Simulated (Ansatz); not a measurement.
# K₄Sn: stable or not

The structure comes from a generated guess, relaxed at this level; another structure or a mixture of phases may lie lower.

The calculation used DFT PBE, scalar-relativistic, plane waves, PAW (Ansatz 0.2.0). Cutoff 420 eV, Γ-centred 6×6×6 mesh (5-atom cell), Gaussian smearing of 0.10 eV, no spin polarisation.

Space group Im-3m (No. 229). a = 8.471 Å, b = 8.471 Å, c = 8.471 Å, α = 90.00°, β = 90.00°, γ = 90.00°
| atom | site | symmetry | x | y | z |
| --- | --- | --- | --- | --- | --- |
| K | 8c | .-3m | 0.2500 | 0.2500 | 0.2500 |
| Sn | 2a | m-3m | 0.0000 | 0.0000 | 0.0000 |

Energies over the elements count from the elements' standard structures at the same level, with no fitted energy shifts. The references include grey tin.

Question: These tests were run: energy against the elements; phonons at Γ. What do they show?

Answer:

```
                       test                            result
energy against the elements                     −0.04 eV/atom
               phonons at Γ  imaginary modes down to 38i cm⁻¹
```

It fails one test: phonons at Γ. So it isn't even a local minimum.

The k mesh leaves some 4 meV/atom of noise in the energy of each metallic cell. The run for the phonons used a 6×6×6 k mesh and Fermi–Dirac smearing of 0.15 eV.
